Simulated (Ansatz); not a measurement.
## Profile along the Cr–Cr line in Cr (bcc, W type)

Cr (bcc, W type)

```cif
data_Cr
_chemical_formula_sum 'Cr1'
_space_group_name_H-M_alt 'P 1'
_space_group_IT_number 1
_cell_length_a 2.43718
_cell_length_b 2.43718
_cell_length_c 2.43718
_cell_angle_alpha 109.471
_cell_angle_beta 109.471
_cell_angle_gamma 109.471
loop_
_space_group_symop_operation_xyz
  'x, y, z'
loop_
_atom_site_label
_atom_site_type_symbol
_atom_site_fract_x
_atom_site_fract_y
_atom_site_fract_z
_atom_site_occupancy
Cr1 Cr 0.00000 0.00000 0.00000 1
```

Fields along a shortest Cr–Cr line of a {211} plane (2.44 Å), from Cr to Cr, interpolated on the slice's grid (step about 0.1 Å). These are PBEsol (plane waves to 420 eV, PAW, scalar-relativistic; Ansatz, a quantum-chemistry and plane-wave program) values and carry that method's errors. k mesh 23×23×23. Inside the PAW spheres the values are not all-electron values, and peaks at nuclei hang on which shells count as valence. Cr is run without spin polarisation. Cr was relaxed with its symmetry unable to fall. Real Cr orders magnetically; this run has no moments, which shifts volume and moduli.

| distance from Cr (Å) | valence electron density (e/Å³) | electron localisation function |
|---|---|---|
| 0.00 | 22.67 | x |
| 0.12 | 20.99 | x |
| 0.24 | 16.71 | x |
| 0.37 | 11.52 | x |
| 0.49 | 6.94 | x |
| 0.61 | 3.70 | 0.63 |
| 0.73 | 1.78 | 0.42 |
| 0.85 | 0.86 | 0.26 |
| 0.98 | 0.53 | 0.20 |
| 1.10 | 0.43 | 0.23 |
| 1.22 | 0.40 | 0.27 |
| 1.34 | 0.43 | 0.23 |
| 1.46 | 0.53 | 0.20 |
| 1.59 | 0.86 | 0.26 |
| 1.71 | 1.78 | 0.42 |
| 1.83 | 3.70 | 0.63 |
| 1.95 | 6.94 | x |
| 2.07 | 11.52 | x |
| 2.20 | 16.71 | x |
| 2.32 | 20.99 | x |
| 2.44 | 22.67 | x |

x: too close to a nucleus for the ELF to mean much.

Density on the Cr–Cr line (2.44 Å) at its midpoint: 0.40 e/Å³. ELF at that point: 0.27.
